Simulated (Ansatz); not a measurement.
TePb (rock salt, space group No. 225) at seven volumes, PBE (plane waves, PAW; program Ansatz), scaled uniformly. One row is withheld.

```
V (Å³/atom)  P (GPa)
-----------  -------
32.238             ?
33.301          2.74
34.363          1.26
35.426          0.00
36.489         -1.06
37.552         -1.97
38.615         -2.73
```

Task: Fit the shown pressures and predict the withheld one.

Result: P = (3/2)B₀(x^(7/2) − x^(5/2))[1 + (3/4)(B′ − 4)(x − 1)] with x = (V₀/V)^(2/3). Least squares on the six rows gives V₀ = 35.428 Å³/atom, B₀ = 38.5 GPa, B′ = 4.51. At V = 32.238, x = 1.0649 and P = 4.50 GPa. The run itself gave 4.50 GPa.

Space group Fm-3m (rock salt). Symmetry was held in the PBE relaxation; of distortions, only those at the zone centre were tested. Scalar-relativistic: spin–orbit coupling is off unless named, which matters more the heavier the elements.

Potentials: the later of the program's two PAW sets.
